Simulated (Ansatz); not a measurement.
The calculation used DFT PBE, scalar-relativistic, plane waves, PAW in Ansatz 0.2.0. Settings: cutoff 420 eV, Γ-centred meshes spaced at most about 0.3 Å⁻¹, and about 0.25 Å⁻¹ or finer for metals (2π included), Gaussian smearing. No spin polarisation in the final relaxations.

Temperature and zero-point effects are left out. All come from trial cells, and lower structures may exist.

Question: Order these relaxed structures of Si4N by energy, lowest first, with the energy over the lowest of them.
A.

```
CELL_PARAMETERS angstrom
2.76518 0.00000 0.00000
-0.97213 5.63837 0.00000
-0.37094 -1.19798 9.04213
ATOMIC_POSITIONS crystal
Si 0.31239 0.13051 0.21452
Si 0.05092 0.63657 0.07771
Si 0.40124 0.44740 0.43881
Si 0.11126 0.77128 0.33247
Si 0.12423 0.07295 0.55737
Si 0.69966 0.68992 0.67653
Si 0.46974 0.33990 0.80627
Si 0.67024 0.98082 0.88620
N 0.17235 0.94088 0.01247
N 0.48797 0.48978 0.99766
```

B.

```
CELL_PARAMETERS angstrom
-1.99142 2.83680 3.63105
1.99142 -2.83680 3.63105
1.99142 2.83680 -3.63105
ATOMIC_POSITIONS crystal
Si 0.89369 0.16283 0.73086
Si 0.10631 0.83717 0.26914
Si 0.43197 0.16283 0.26914
Si 0.56803 0.83717 0.73086
N 0.00000 0.00000 0.00000
```

C.

```
CELL_PARAMETERS angstrom
3.35323 1.93599 1.78543
-3.35323 1.93599 1.78543
0.00000 -3.87198 1.78543
ATOMIC_POSITIONS crystal
Si 0.71211 0.16375 0.71211
Si 0.71211 0.71211 0.16375
Si 0.16375 0.71211 0.71211
Si 0.32318 0.32318 0.32318
N 0.99135 0.99135 0.99135
```

D.

```
CELL_PARAMETERS angstrom
1.41752 0.81841 8.88783
-1.41752 0.81841 8.88783
0.00000 -1.63681 8.88783
ATOMIC_POSITIONS crystal
Si 0.38278 0.38278 0.38278
Si 0.79091 0.79091 0.79091
Si 0.20909 0.20909 0.20909
Si 0.61722 0.61722 0.61722
N 0.00000 0.00000 0.00000
```

Answer: A (0 meV/atom), C (101 meV/atom), B (282 meV/atom), D (400 meV/atom). Forms: A P1; C R3m; B Immm; D R-3m. Counting Si atoms around N (those within 1.25 times the shortest such distance or 1.15 times the sum of covalent radii; a slash parts the counts of unlike sites): A has N 3/4; C has N 4; B has N 4; D has N 6. A holds Si–Si nets (shortest 2.35 Å); C holds Si–Si units of three or more atoms (shortest 2.39 Å); B holds Si–Si nets (shortest 2.36 Å) (bonds between like non-metal atoms; other contacts aren't counted). Even the lowest lies +0.09 eV/atom against the elements.

A magnetic state wasn't ruled out in cells without spin, among them R-3m. Cells relaxed within their symmetry can be saddle points. The P1 cell of Si4N came from shaking the R-3m one. Some structure types and database cells were kept out of the candidates from the start, so a known form may be missing.
